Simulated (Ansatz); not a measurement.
Question: ZnS (6H polytype, P6_3mc) is relaxed with plane-wave PAW r²SCAN (Ansatz code). What lattice parameters of the conventional cell result?

Answer: a = 3.809 Å, c = 18.690 Å.

Question: Is it a metal or does it have a gap at this level?

Answer: A gap of 2.73 eV, direct.

The first step of the workflow began from a Materials Project structure, measured or hypothetical. Its sites differ from those of the usual phase in this space group: another stacking or structure type. The r²SCAN relaxation kept the symmetry of its start; whether a distortion lowers the energy is not shown.

Potentials: the later of the program's two PAW sets.
